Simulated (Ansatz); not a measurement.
SmRh:
```
SmRh
1.0
    3.41734     0.00000     0.00000
    0.00000     3.41734     0.00000
    0.00000     0.00000     3.41734
Sm Rh
1 1
Direct
  0.50000   0.50000   0.50000
  0.00000   0.00000   0.00000
```
The run is spin-polarised; directions of the spins, atom by atom: ↑ 0.

Relaxed with PBEsol.

### Question
Give the Bader charges and basin volumes of the independent atoms, DFT-PBEsol in the program Ansatz with PAW potentials.

### Answer


| atom | Bader charge (e) | Bader volume (Å³) |
|---|---|---|
| Sm1 | +1.08 | 17.7 |
| Rh2 | -1.08 | 22.2 |

Space group Pm-3m (CsCl type). The workflow started from an entry of the Crystallography Open Database (COD). Its standing as an ambient phase is unchecked. The PBEsol relaxation kept the symmetry of its start; its stability against distortions is not shown here. The final state is ferromagnetic, chosen from 4 collinear starts compared on coarse meshes (ties went to the first, and starts can fall back to one state), not a proven ground state. Caveat: open 4f shells can settle in a state that is not the lowest. No Hubbard U is applied. Spin–orbit coupling is left out wherever it is not named.

Potentials: the later of the program's two PAW sets.
